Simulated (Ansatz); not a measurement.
Given:

SiSe2:
```
CELL_PARAMETERS angstrom
      5.75609     0.00000     0.00000
      0.00000     6.28640     0.00000
      0.00000     0.00000     3.54161
ATOMIC_POSITIONS crystal
  Si 0.00000 0.00000 0.00000
  Si 0.50000 0.50000 0.50000
  Se 0.26063 0.35391 0.00000
  Se 0.76063 0.14609 0.50000
  Se 0.23937 0.85391 0.50000
  Se 0.73937 0.64609 0.00000
```

This is the PBE-relaxed structure.

Question: All from DFT-PBE in the program Ansatz with PAW potentials, unless another level is named. Give the electronic character.

Answer: metallic (no gap).

Question: What about the density of states at the Fermi level?

Answer: 0.03 states/eV per atom (mean over ±0.08 eV).

Question: Give the formation energy from the elements (no fitted shifts).

Answer: -0.094 eV/atom.

Space group Pnnm. A made-up cell: these elements were put on the sites of a structure type; neither database checked (COD, Materials Project) lists it. COD files the formula under space group No. 72, so this cell is another polymorph or a model. Its standing as an ambient phase is unchecked. Symmetry was held in the PBE relaxation; whether a distortion lowers the energy is not shown. A small band overlap can be real or an error of a semilocal functional. The references are the lowest solids computed at this level, not always the standard phases. Spin–orbit coupling is left out wherever it is not named.

Potentials: the later of the program's two PAW sets.
